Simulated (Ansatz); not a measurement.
Below is a relaxed structure of Na3Zn2N. The cell was found from a structure generator's guess, not taken from experiment.

Theory: DFT PBE, scalar-relativistic, plane waves, PAW in Ansatz. Cutoff 420 eV, Γ-centred mesh, Gaussian smearing, no spin polarisation.

```yaml
crystal:
  lattice:
    - [4.57034, 0.00000, 0.00000]
    - [-2.28517, 3.95803, 0.00000]
    - [0.00000, 0.00000, 9.59682]
  atoms:
    - { symbol: Na, position: [0.00000, 0.00000, 0.50000] }
    - { symbol: Na, position: [0.33333, 0.66667, 0.00000] }
    - { symbol: Na, position: [0.66667, 0.33333, 0.00000] }
    - { symbol: Zn, position: [0.00000, 0.00000, 0.79816] }
    - { symbol: Zn, position: [0.00000, 0.00000, 0.20184] }
    - { symbol: N, position: [0.00000, 0.00000, 0.00000] }
```

Formation energies are uncorrected and refer to the elements' standard structures at the same level (N₂ as a molecule).

**Question.** What space group does it have?

**Answer.** P6/mmm (No. 191). Conventional cell: a = 4.570 Å, c = 9.597 Å. Na on a site of symmetry 6/mmm has 2 Zn at 2.86 Å; around Na on a site of symmetry -6m2 lie 3 N at 2.64 Å, 3 Na at 2.64 Å and 6 Zn at 3.27 Å; Zn is surrounded by 1 N at 1.94 Å, 1 Na at 2.86 Å and 6 Na at 3.27 Å; around N lie 2 Zn at 1.94 Å and 6 Na at 2.64 Å.

**Question.** How far does it lie from the elements in energy?

**Answer.** +0.24 eV/atom. A positive value: parting into the elements would lower its energy.

**Question.** Is it a metal?

**Answer.** Yes, bands cross the Fermi level on the 12×12×4 mesh.

The last run used a 12×12×4 mesh (in the run's order of axes) for its 6-atom cell and Gaussian smearing of 0.10 eV. A structure relaxed within its symmetry needn't be a true minimum.
